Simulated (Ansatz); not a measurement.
ZrCd₃:
```xyz
4
Lattice="4.3409 0.0000 0.0000 0.0000 4.3409 0.0000 0.0000 0.0000 4.3387" Properties=species:S:1:pos:R:3 pbc="T T T"
Cd     0.0000     2.1704     2.1694
Cd     2.1704     0.0000     2.1694
Cd     2.1704     2.1704     0.0000
Zr     0.0000     0.0000     0.0000
```

This is the PBEsol-relaxed structure.

Q: All from DFT-PBEsol in the program Ansatz with PAW potentials, unless another level is named. Predict the formation energy from the elements (no fitted shifts).

A: -0.14 eV/atom.

Q: Next, the density of states at the Fermi level?

A: 0.79 states/eV per atom (mean over ±0.08 eV).

Q: And the gap with spin–orbit coupling?

A: none (metallic).

Space group Pm-3m (Cu3Au type). The workflow started from an entry of the Crystallography Open Database (COD); the relaxed space group is not among those it files for this formula. COD files the formula under space group No. 123, so this cell is another polymorph or a model. Its standing as an ambient phase is unchecked. Symmetry was held in the PBEsol relaxation; whether a distortion lowers the energy is not shown. The run is not spin-polarised. The references are the lowest solids computed at this level, not always the standard phases. Scalar-relativistic: spin–orbit coupling is off unless named, which matters more the heavier the elements.

Potentials: the later of the program's two PAW sets.
